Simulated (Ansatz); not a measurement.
**Computed properties of NbB$_{2}$**

NbB$_{2}$:
```cif
data_B2Nb
_chemical_formula_sum 'Nb1 B2'
_space_group_name_H-M_alt 'P 1'
_space_group_IT_number 1
_cell_length_a 3.81511
_cell_length_b 3.81511
_cell_length_c 3.81511
_cell_angle_alpha 129.882
_cell_angle_beta 129.882
_cell_angle_gamma 73.596
loop_
_space_group_symop_operation_xyz
  'x, y, z'
loop_
_atom_site_label
_atom_site_type_symbol
_atom_site_fract_x
_atom_site_fract_y
_atom_site_fract_z
_atom_site_occupancy
Nb1 Nb 0.00000 0.00000 0.00000 1
B1 B 0.36950 0.36950 0.00000 1
B2 B 0.63050 0.63050 0.00000 1
```

Space group I4/mmm (No. 139), MoSi2 or CaC2 type; conventional cell a = 3.2318 Å, b = 3.2318 Å, c = 6.1099 Å, α = 90.00°, β = 90.00°, γ = 90.00°.

Method: plane-wave PAW PBEsol (Ansatz code). The cell and atoms are relaxed at this level. Other levels are named where they apply.

### Cell and energy

| Property | Value |
|---|---|
| Volume per atom | 10.64 Å³ |
| Density | 5.96 g/cm³ |
| Formation energy from the elements (no fitted shifts) | 0.19 eV/atom |

### Electronic structure

| Quantity | Value |
|---|---|
| Electronic character | metallic (no gap) |
| Density of states at the Fermi level | 0.39 states/eV per atom (mean over ±0.08 eV) |
| Gap with spin–orbit coupling | none (metallic) |

### Mechanics

| Property | Result |
|---|---|
| Bulk modulus (Birch–Murnaghan fit) | 214 GPa |
| Pressure derivative B′ | 4.0 |

### Phonons

| Property | Result |
|---|---|
| Highest zone-centre frequency | 1080 cm⁻¹ |
| Zone-centre stability | no imaginary mode at Γ |

The cell is a constructed one: a structure type filled with these elements; neither database checked (COD, Materials Project) lists it. COD files the formula under space group No. 191. Its standing as an ambient phase is unchecked. The PBEsol relaxation kept the symmetry of its start. The run is not spin-polarised. As this level gives no gap, phonon frequencies hold no LO–TO term and depend on the k-mesh and smearing (Fermi–Dirac, 0.1 eV here). The references are the lowest solids computed at this level, not always the standard phases. Scalar-relativistic: spin–orbit coupling is off unless named, which matters more the heavier the elements.

Potentials: the earlier of the program's two PAW sets. The files were generated under PBE; for other functionals the program regenerates the frozen cores, and for LDA and PBEsol the local potential too.
